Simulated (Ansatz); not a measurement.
The relaxed structure here is a generated cell of AlPt: the first start was made by placing the elements on the sites of a structure type, and the end was not matched to a known phase here, so it may be hypothetical.

A relaxed cell of AlPt (Fm-3m (No. 225)), relaxed on a k-mesh at least as fine as the one used below. The numbers are results of PBEsol (plane waves to 420 eV, PAW, scalar-relativistic; Ansatz, a program for electronic structure), not measurements. Γ-centred k-mesh 11×6×11 on the run's cell (coarser than for final values), Fermi–Dirac smearing 0.05 eV.

```
CELL_PARAMETERS angstrom
      1.79616     1.03701     2.93405
     -3.59231     2.07402     5.86810
      0.00000    -2.07402     2.93405
ATOMIC_POSITIONS crystal
  Pt 0.00000 0.00000 0.00000
  Pt 0.00000 0.50000 0.00000
  Al 0.50000 0.25000 0.50000
  Al 0.50000 0.75000 0.50000
```

Every atom was then displaced, and the forces became (eV/Å):

```csv
atom,Fx,Fy,Fz
Pt1,0.07,-0.43,-0.70
Pt2,-0.54,-0.02,-0.03
Al3,0.46,0.80,0.36
Al4,0.01,-0.35,0.37
```

Q: Which atom was moved farthest relative to the others, and in which direction?

A: Pt1, by (-0.07, 0.00, 0.11) Å (0.13 Å, mean shift removed); the next is Al4 with 0.10 Å. Its force makes an angle of 141° with its move.

All displacements (Å):

```json
[
 {"atom": "Pt1", "ux": "-0.100", "uy": "0.022", "uz": "0.089"},
 {"atom": "Pt2", "ux": "0.061", "uy": "0.034", "uz": "-0.033"},
 {"atom": "Al3", "ux": "-0.073", "uy": "-0.058", "uz": "-0.058"},
 {"atom": "Al4", "ux": "-0.012", "uy": "0.086", "uz": "-0.092"}
]
```

Q: Estimate the energy cost of the displacement in the harmonic approximation and compare with the calculation.

A: For a harmonic well ΔE = −½ Σ F·u = 0.139 eV a cell, or 35 meV/atom. The calculated energy relative to the undisplaced cell is +0.04 eV/atom, so the harmonic estimate holds well.

The undisplaced cell is probably no minimum: from this displacement the run went on to R-3m (No. 166), 0.23 eV/atom below it.

No spin polarisation in the result.
